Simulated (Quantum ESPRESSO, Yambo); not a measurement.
For AlBO3 (space group R-3c, No. 167), Yambo gives the independent-particle static dielectric constant along x as 3.44 on LDA bands and 3 after a scissor of 2.73 eV widens every gap (6×6×6 mesh, 70 bands, 3 Ry local-field block, 0.2 eV broadening). Axes are Cartesian, with cell vectors (Å) (2.25, 1.30, 4.63), (-2.25, 1.30, 4.63), (0.00, -2.60, 4.63).

A scissor keeps the position matrix elements. In a one-oscillator model, how does ε − 1 scale, and what mean transition energy do the two values imply?

Each transition adds |r|²/E to ε − 1, so ε − 1 ∝ 1/(E0 + Δ). Then (3 − 1)/(3.44 − 1) = E0/(E0 + Δ) = 0.820, and E0 = Δ(ε' − 1)/(ε − ε') = 12.4 eV. The computed Im ε, weighted by 1/E up to 20 eV, has its mean at 12.3 eV; the smallest direct LDA gap is 5.79 eV. The scissor comes from a G0W0 run whose convergence isn't established. Convergence of the RPA response with its 6×6×6 mesh was not tested.

Bands from Quantum ESPRESSO.

Geometry of the Materials Project entry, not relaxed at this level; primitive cell a = b = c = 5.3144 Å, α = β = γ = 50.16°.
